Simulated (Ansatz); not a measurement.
**MnF2**

Method: r²SCAN, scalar-relativistic; collinear spin; PAW, 500 eV, 6×6×8 k-mesh, Gaussian smearing of 0.05 eV; code Ansatz; PAW files: Ansatz's generated set soft_2.

```yaml
crystal:
  lattice:
    - [4.86957, 0.00000, 0.00000]
    - [0.00000, 4.86957, 0.00000]
    - [0.00000, 0.00000, 3.29179]
  atoms:
    - { symbol: Mn, position: [0.00000, 0.00000, 0.00000] }
    - { symbol: Mn, position: [0.50000, 0.50000, 0.50000] }
    - { symbol: F, position: [0.30404, 0.30404, 0.00000] }
    - { symbol: F, position: [0.19596, 0.80404, 0.50000] }
    - { symbol: F, position: [0.69596, 0.69596, 0.00000] }
    - { symbol: F, position: [0.80404, 0.19596, 0.50000] }
```

The chain of runs began from a cell as deposited in COD, expanded in volume.

Magnetic state: antiferromagnetic, site spin moments Mn 4.22, -4.22 μB.

Cell and atoms are those of this level's equilibrium.

The cell has space group P4_2/mnm (read at 0.01 Å). In it the stress is -0.05, -0.05, 0.07, 0.00, 0.00, 0.00 GPa, so the shape isn't fully relaxed, and the largest force component 0.008 eV/Å. Each change below starts from this cell, without further relaxation. Stress is in GPa, positive in compression, in the order xx, yy, zz, yz, xz, xy; energies are counted from the cell above.

Problem. One atom was moved along a Cartesian axis, and these forces appeared. Which atom, and about how far?
```tsv
atom	Fx (eV/Å)	Fy	Fz
Mn1	-1.127	-0.115	0.000
Mn2	0.433	0.000	0.000
F3	0.217	0.272	0.000
F4	0.202	-0.187	0.000
F5	0.107	0.136	0.000
F6	0.169	-0.107	0.000
```

Solution. Atom 1 (Mn) is moved by 0.12 Å along x; the energy changes by 67.7 meV per cell.

Problem. What stress follows from an engineering strain of 3 % in xx, atoms carried along?

Solution. -3.19, -2.46, -2.17, 0.00, 0.00, 0.00 GPa; the energy changes by 24.0 meV per cell. Spin moments: Mn 4.25, -4.25 μB.
The change of the stress over the strain gives a clamped-atom stiffness of about 105 GPa for this component, a secant value that lies under the elastic constant in tension and over it in compression, by several per cent for each per cent of strain.
In a harmonic crystal the energy would rise by V(½Cε² − σ₀ε), with σ₀ the stress of the unstrained cell, = 23.6 meV, which matches.

Problem. All atoms and the cell are disturbed at random:
```
CELL_PARAMETERS angstrom
4.84073 0.01808 0.00550
0.01808 4.86315 -0.00765
0.00371 -0.00517 3.28848
ATOMIC_POSITIONS crystal
Mn 0.01658 0.00078 0.04741
Mn 0.47918 0.48224 0.56771
F 0.31120 0.29461 0.97923
F 0.15436 0.79802 0.45371
F 0.71646 0.72122 0.97955
F 0.82221 0.20313 0.47239
```
Give the energy change, the stress and the forces.

Solution. 1229.7 meV per cell; stress 4.42, 7.79, 13.66, -7.35, -1.54, 0.65 GPa. The gap on the mesh goes from 2.99 eV to 1.74 eV. Spin moments: Mn 3.79, -3.86; F 0.06 μB.
| atom | Fx (eV/Å) | Fy | Fz |
| --- | --- | --- | --- |
| Mn1 | -1.377 | 1.145 | -3.575 |
| Mn2 | 1.846 | 1.799 | -2.314 |
| F3 | -0.598 | -0.729 | 1.971 |
| F4 | 2.377 | -2.402 | 2.908 |
| F5 | -1.289 | -0.890 | -0.055 |
| F6 | -0.960 | 1.077 | 1.065 |

Semilocal functionals underestimate band gaps, commonly by a third or more. The run wasn't fully tested for a lower electronic state. Site moments are of spin, integrated over atomic spheres.
